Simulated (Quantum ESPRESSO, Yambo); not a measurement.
For CsCaBr3 (cubic perovskite, space group Pm-3m, No. 221), Yambo gives the independent-particle static dielectric constant along x as 3.41 on PBEsol bands and 2.91 after a scissor of 2.21 eV widens every gap (4×4×4 mesh, 128 bands, 3 Ry local-field block, 0.2 eV broadening).

Problem. A scissor keeps the position matrix elements. In a one-oscillator model, how does ε − 1 scale, and what mean transition energy do the two values imply?

Solution. Each transition adds |r|²/E to ε − 1, so ε − 1 ∝ 1/(E0 + Δ). Then (2.91 − 1)/(3.41 − 1) = E0/(E0 + Δ) = 0.793, and E0 = Δ(ε' − 1)/(ε − ε') = 8.4 eV. The computed Im ε, weighted by 1/E up to 20 eV, has its mean at 8.8 eV; the smallest direct PBEsol gap is 4.55 eV. The scissor comes from a G0W0 run whose convergence isn't established. Convergence of the RPA response with its 4×4×4 mesh was not tested.

Bands from Quantum ESPRESSO.

Spin-orbit coupling is not included.

Geometry of the Materials Project entry, not relaxed at this level; primitive cell a = b = c = 5.7087 Å, α = β = γ = 90.00°.

The structure is a Materials Project entry; no match was found in the copy of COD used, and its stability was not checked.
